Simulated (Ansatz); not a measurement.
# Ni (Im-3m), stationary points along a deformation path

Computed with DFT r2SCAN, scalar-relativistic, plane waves, PAW (Ansatz). Cutoff 500 eV, Γ-centred 26×26×26 k-points, Gaussian smearing of 0.15 eV. Collinear spins, started from moments 0.8 μB in atom order; the magnetic state may not be the lowest. Energies are free energies at this smearing, counted from the undisturbed cell; pressure is positive in compression.

Reference structure (as given, not relaxed at this level; it stands at -0.4 GPa; this bcc form isn't the usual structure):

```xyz
1
Lattice="-1.3837 1.3837 1.3837 1.3837 -1.3837 1.3837 1.3837 1.3837 -1.3837" Properties=species:S:1:pos:R:3 pbc="T T T"
Ni    0.0000    0.0000    0.0000
```

At fixed volume and fractional coordinates, lengths along (0.000, 0.000, 1.000) are scaled against those across it; ρ is that ratio over its starting value. V = 10.597 Å³/atom. Δσ is the stress along the axis less the mean stress across it (compression positive).

| ρ | ΔE (meV/atom) | Δσ (GPa) | space group |
| --- | --- | --- | --- |
| 0.707 | 179.2 | 59.00 | I4/mmm |
| 0.850 | -30.5 | 0.43 | I4/mmm |
| 1.000 | 0.0 | 0.00 | Im-3m |
| 1.200 | -63.4 | 12.29 | I4/mmm |
| 1.414 | -120.1 | 0.02 | Fm-3m |

Task: How does the stress give the slope of the energy, and where is the energy stationary?

Result: Along the path d ln(length) is 2/3 d ln ρ on the axis and −1/3 d ln ρ across it, so dE/d ln ρ = −(2/3) V Δσ: the energy falls with ρ where Δσ is positive. Δσ vanishes or changes sign between ρ = 0.850 and 1.000, at least one minimum (the energy rises over this step, yet the slope at ρ = 0.850 points the other way); at ρ = 1.000 (Im-3m), a stationary point at 0.0 meV/atom; at ρ = 1.414 (Fm-3m, an end of the scan), at -120.1 meV/atom. Pairs of stationary points between two samples would go unseen, and could change a minimum read from distant neighbours into a maximum. At ρ = 1.000, 1.414 the cell is cubic, where symmetry alone makes the stress isotropic and the slope zero.

Task: Is the start the lowest point of the path?

Result: No: ρ = 1.414 lies 120.1 meV/atom lower, with no sampled rise above the start on the way. Volume and inner coordinates are held, so a relaxed structure there would lie lower still.

In a metal these slopes depend on the k mesh and the smearing.